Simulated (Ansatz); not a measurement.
Values for one crystal, relaxed and computed with r²SCAN in the plane-wave PAW code Ansatz; other levels are named.

```yaml
volume_per_atom: 36.81 Å³
electronic_character: metallic (no gap)
Bulk modulus (Birch–Murnaghan fit): 49.5 GPa
Density of states at the Fermi level: 0.43 states/eV per atom (mean over ±0.08 eV)
Pressure derivative B′: 5.6
mechanical_stability: unstable (C has a negative eigenvalue)
Gap with spin–orbit coupling: none (metallic)
```

**Question.** Pick the material that matches.
A. Be, diamond
B. Au, diamond
C. Rh, diamond
D. La, diamond

**Answer.** D, La, diamond

Space group Fd-3m (diamond). The start of the workflow was typed in or built on a structure type; neither database checked (COD, Materials Project) lists it. It is not the phase usual at ambient conditions (space group No. 194). The cell was relaxed with r²SCAN under the symmetry of its start. The volume moved by -38 % from the start of the relaxation. Scalar-relativistic: spin–orbit coupling is off unless named, which matters more the heavier the elements.

Potentials: the earlier of the program's two PAW sets.
